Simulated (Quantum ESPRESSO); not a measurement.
AlIn2GaAs4 (made-up cell) (calculated)

Calculation on a made-up crystal cell, not a measurement: periodic Kohn-Sham density functional theory in plane waves with PseudoDojo standard norm-conserving scalar-relativistic pseudopotentials, each functional with its own files (v0.5 for PBE, v0.4.1 for LDA and PBEsol), no spin polarisation, no spin-orbit coupling, atoms not relaxed, stress positive in tension, energies less a fixed whole-eV offset for each atom's element; levels are Kohn-Sham levels at fractions of this cell's reciprocal vectors, counted from the reference band (half the neutral cell's valence electrons, rounded up) at Gamma; error bars cover cutoff and k-mesh only, not smearing or the files; added strain carries the atoms with the cell, and shear is the tensor component; each bar is the largest change over components, and at least 0.002 eV, 0.002 eV per angstrom or 0.02 GPa; energies are for the whole cell, and the offsets were chosen from early runs and are not element reference energies. Program: Quantum ESPRESSO 7.5.

```cif
# cell vector a (Å): 5.7576 0.0751 -0.0319
# cell vector b (Å): 0.0751 5.6973 -0.0184
# cell vector c (Å): -0.0319 -0.0184 5.7251
data_AlIn2GaAs4
_symmetry_space_group_name_H-M 'P 1'
_symmetry_Int_Tables_number 1
_cell_length_a 5.7582
_cell_length_b 5.6978
_cell_length_c 5.7252
_cell_angle_alpha 90.373
_cell_angle_beta 90.639
_cell_angle_gamma 88.496
_cell_volume 187.76
loop_
_atom_site_label
_atom_site_type_symbol
_atom_site_fract_x
_atom_site_fract_y
_atom_site_fract_z
_atom_site_occupancy
Ga1 Ga 0.99863 0.99240 0.98786 1
In1 In 0.99444 0.51639 0.49028 1
Al1 Al 0.50990 0.02642 0.50040 1
In2 In 0.49277 0.49961 0.00281 1
As1 As 0.24177 0.25650 0.25081 1
As2 As 0.24048 0.75705 0.75623 1
As3 As 0.75754 0.26190 0.75143 1
As4 As 0.75810 0.75793 0.25577 1
_calc_lattice_type 'zincblende/diamond'
_calc_functional 'pbe'
_calc_cutoff 1143  # eV
_calc_fermi_dirac_smearing 0.025  # eV
_calc_scf_tolerance 1e-07  # eV
_calc_electrons_removed 0
_calc_k_mesh '4 x 4 x 4, shifted by half a step'
_calc_pressure 10.72  # GPa
_calc_stress_xx -10.6  # GPa
_calc_stress_yy -10.8  # GPa
_calc_stress_zz -10.77  # GPa
_calc_stress_yz 0.4784  # GPa
_calc_stress_xz -1.019  # GPa
_calc_stress_xy 4.238  # GPa
_calc_error_bar_stress 0.02  # GPa
_calc_error_bar_force 0.002122  # eV/angstrom
_calc_error_bars_from 'tighter rerun of a related cell'
```

Atoms:
```
atoms element  atom site
           Ga          1
           In          2
           Al          3
           In          4
           As          5
           As          6
           As          7
           As          8
```

Forces:
```
site  x (eV/Å)  y (eV/Å)  z (eV/Å)
   1   -0.3226      0.68    0.9423
   2     0.885    -1.015     1.506
   3    -0.473   -0.7331    0.1825
   4    0.3188    0.3489     0.533
   5    0.2641    -2.033   -0.3298
   6     1.181     1.485    -1.107
   7   0.04447    -1.346   -0.1882
   8    -1.898     2.613    -1.539
```
